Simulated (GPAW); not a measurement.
**Moving the functional in GaGe3**

```
CELL_PARAMETERS angstrom
0.00000 3.38717 3.38717
3.38717 0.00000 3.38717
3.38717 3.38717 0.00000
ATOMIC_POSITIONS crystal
Ge 0.50000 0.50000 0.50000
Ge 0.75000 0.75000 0.75000
Ge 0.25000 0.25000 0.25000
Ga 0.00000 0.00000 0.00000
```

The cell comes from a database or a generator and needn't be the stable form of this composition.

Kept alike: task band structure; k mesh 7 × 7 × 7; occupations fermi-dirac, width 0.05 eV; no spin polarisation. Program: GPAW, potentials by row: the program's PAW data sets (release 1.2.1) made for this functional (LDA); GPAW PAW data sets (gpaw-data 1.2.1) (PBE, r2SCAN on files made for PBE); PAW data sets generated for this functional (PBEsol), cutoff 600 eV. The mesh is that of the run's cell of 4 atoms. No spin-orbit coupling.

| functional | pressure (GPa) |
| --- | --- |
| LDA | -5.69 |
| PBE | -0.77 |
| PBEsol | -4.15 |
| r2SCAN | -3.05 |

Pressure is positive in compression; the values hold the error of the finite cutoff, so their zero can differ a little from the energy's minimum. For a metal such a mesh leaves the last digits unconverged.

Problem. What does the functional change here?

Solution. The pressure runs from -5.69 (LDA) to -0.77 GPa (PBE). From PBE: LDA -4.92; PBEsol -3.38; r2SCAN -2.28. A positive pressure means that the functional's own cell is larger than the one given, a negative one that it is smaller.
